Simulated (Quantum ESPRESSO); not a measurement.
# GaGeHfO5F: convergence and cost over cutoff and k mesh

A calculation, not a measurement. The program is pw.x of Quantum ESPRESSO 7.5 (plane-wave density functional theory). The cell is made up: 9 atoms on a corundum lattice with one site empty, with randomly drawn elements, strain and displacements, not relaxed. PseudoDojo standard norm-conserving files (v0.5 for PBE, v0.4.1 for LDA and PBEsol) set the functional; there is no spin polarisation, spin-orbit coupling or dispersion term, and the masses in the input are unused placeholders.

The hafnium pseudopotential is less sure than the others, with forces about 3 percent (worst 6) and pressure in oxides about 1.5 GPa (worst 2.7) from a second method in checks, which no rerun with the same files tests.

Input of the run in row 4:

```
&control calculation='scf', pseudo_dir='./dojo.nc.sr.pbe.v0_5.standard.upf', outdir='./o', disk_io='medium', tprnfor=.true., tstress=.true. /
&system ibrav=0, nat=9, ntyp=5, nbnd=44, ecutwfc=84.00895049, nosym=.true., tot_charge=0,
 occupations='smearing', smearing='fd', degauss=0.0018374661
/
&electrons conv_thr=7.350e-09, electron_maxstep=60, /
ATOMIC_SPECIES
F 1.0 F.upf
Ga 1.0 Ga.upf
Ge 1.0 Ge.upf
Hf 1.0 Hf.upf
O 1.0 O.upf
CELL_PARAMETERS angstrom
2.5067 1.4472 4.5014
-2.5067 1.4472 4.5014
0.0 -2.8944 4.5014
ATOMIC_POSITIONS angstrom
Ga -0.0616 0.054 4.7297
Ge -0.0592 -0.061 2.0741
Hf 0.0088 0.0263 8.7743
O -0.9973 1.3994 7.8165
O -0.7129 -1.5559 7.8472
O 1.784 0.1017 7.8439
F 0.9672 -1.3824 5.6748
O 0.7343 1.4888 5.6435
O -1.7643 -0.137 5.6692
K_POINTS automatic
5 5 5 1 1 1
```

The same cell was run at these settings. Meshes are shifted by half a step, and differences are from the last row, which is itself not exact.

| cutoff (eV) | k mesh | k points solved | threshold (eV) | free energy less the last row's (eV) | pressure (GPa) | largest stress difference (GPa) | largest force difference (eV/Å) | iterations | wall time (s) | k-point pools | processor |
| --- | --- | --- | --- | --- | --- | --- | --- | --- | --- | --- | --- |
| 800 | 2 x 2 x 2 | 4 | 1e-04 | 2.510 | -27.27 | 37.04 | 0.076 | 8 | 26 | 1 | AMD EPYC, Zen 5 class |
| 1143 | 1 x 1 x 1 | 1 | 1e-07 | -0.885 | 7.77 | 3.80 | 0.528 | 13 | 41 | 1 | AMD EPYC, Zen 5 class |
| 780 | 5 x 5 x 5 | 63 | 1e-07 | 3.509 | -39.23 | 49.14 | 0.080 | 13 | 524 | 1 | AMD EPYC, Zen 5 class |
| 1143 | 5 x 5 x 5 | 63 | 1e-07 | 0.003 | 9.68 | 0.03 | 0.000 | 13 | 757 | 1 | AMD EPYC, Zen 5 class |
| 1437 | 7 x 7 x 7 | 172 | 1e-07 | 0.000 | 9.71 | 0.00 | 0.000 | 13 | 1105 | 4 | Intel Xeon, older |

Each pool is one process. Wall times include start-up and a band step at six k points, which weighs most on the coarsest meshes. The runs were on shared virtual cores whose load varied, so times are rough.